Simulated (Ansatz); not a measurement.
A geometry of Pt away from equilibrium: step 9 of the relaxation of a relaxed Pt cell, doubled along one cell vector, shaken by Gaussian noise of σ = 0.08 Å a coordinate. The numbers are results of PBE (plane waves to 420 eV, PAW, scalar-relativistic; Ansatz, a first-principles code), not measurements. Γ-centred k-mesh 13×13×4 on the run's cell (coarser than for final values), Fermi–Dirac smearing 0.05 eV. The plane waves were selected for a different cell earlier on the path.

```xyz
8
Lattice="-3.4426 3.4239 1.3643 3.4472 -3.4202 1.3668 7.0004 6.9557 -2.7093" Properties=species:S:1:pos:R:3 pbc="T T T"
Pt     0.2456     1.9769     1.4434
Pt     3.4436     5.7001    -0.0399
Pt     3.4747     1.1568    -0.7475
Pt     6.5860     5.0275    -1.3466
Pt     1.3170    -0.2351     0.0749
Pt     4.8099     3.4114     0.0732
Pt     5.8227     0.0805     0.0345
Pt     9.0005     3.8547    -1.2403
```

What forces act on the atoms (eV/Å)?


| atom | Fx | Fy | Fz |
|---|---|---|---|
| Pt1 | 0.26 | 0.08 | 0.20 |
| Pt2 | 0.28 | -0.17 | 0.11 |
| Pt3 | 0.07 | -0.22 | -0.23 |
| Pt4 | -0.12 | 0.20 | 0.15 |
| Pt5 | -0.27 | -0.06 | -0.04 |
| Pt6 | -0.21 | -0.03 | -0.15 |
| Pt7 | -0.12 | 0.22 | 0.03 |
| Pt8 | 0.11 | -0.03 | -0.07 |

The path ends in Cmcm (No. 63). No spin polarisation in the result.

The end of the path is a generated cell of Pt: the first start was made by a random draw of sites in a space group, and the end was not matched to a known phase here, so it may be hypothetical. Known forms of Pt include space group No. 225.
